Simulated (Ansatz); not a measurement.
This cell of Nb (bcc, W type) is off equilibrium:

```xyz
2
Lattice="-3.3096 3.3096 3.3096 1.6548 -1.6548 1.6548 1.6548 1.6548 -1.6548" Properties=species:S:1:pos:R:3 pbc="T T T"
Nb     0.0000     0.0000     0.0000
Nb    -1.3128     1.6548     1.6548
```

All values below come from PBE (plane waves to 420 eV, PAW, scalar-relativistic; Ansatz, a program for electronic structure). k mesh 8×16×16 (Γ-centred), Fermi-Dirac smearing 0.05 eV. The energy includes the smearing's −TS. Stress and pressure are positive under compression. With partly filled bands, energies and forces of such displacements shift with the k mesh and the smearing. On this mesh the relaxed cell isn't quite at rest: it carries a pressure of -0.1 GPa (compression positive) at the zero of the scan. Nb is run without spin polarisation. Nb was relaxed with its symmetry unable to fall.

Q: What forces act on the atoms (eV/Å, Cartesian)?

A: 
| atom | Fx | Fy | Fz |
|---|---|---|---|
| Nb1 | 1.118 | 0.000 | 0.000 |
| Nb2 | -1.118 | 0.000 | 0.000 |

Q: What is the stress tensor (GPa)?

A: 
```
   -1.0      0.0      0.0
    0.0      2.0      2.3
    0.0      2.3      2.0
```
The pressure, a third of the trace, is 1.0 GPa.

Q: In it atom 2 sits (0.342, 0.000, 0.000) Å away from its relaxed site. What is its energy relative to the relaxed cell?

A: 234 meV/cell.

(For displaced atoms, the force is minus the slope of the energy, and its curvature is a force constant, which sets phonon frequencies.)
